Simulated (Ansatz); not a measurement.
Os (diamond, Fd-3m) under volume change, the program Ansatz at the PBEsol level (PAW), scaled uniformly.

```
V (Å³/atom)  E − E(relaxed) (meV/atom)  P (GPa)
-----------  -------------------------  -------
18.933                           140.0    26.12
19.557                            58.6    15.93
20.182                            13.8     7.30
20.806                             0.0     0.00
21.430                            12.4    -6.18
22.054                            46.9   -11.40
22.678                           100.1   -15.80
```

### Question
What does a third-order Birch–Murnaghan fit give for V₀, B₀ and B′?

### Answer
V₀ = 20.81 Å³/atom, B₀ = 223 GPa, B′ = 4.6.

The start of the workflow was typed in or built on a structure type; neither database checked (COD, Materials Project) lists it. It is not the phase usual at ambient conditions (space group No. 194). The PBEsol relaxation kept the symmetry of its start; of distortions, only those at the zone centre were tested. No spin polarisation was allowed. Spin–orbit coupling is left out wherever it is not named.

Potentials: the later of the program's two PAW sets.
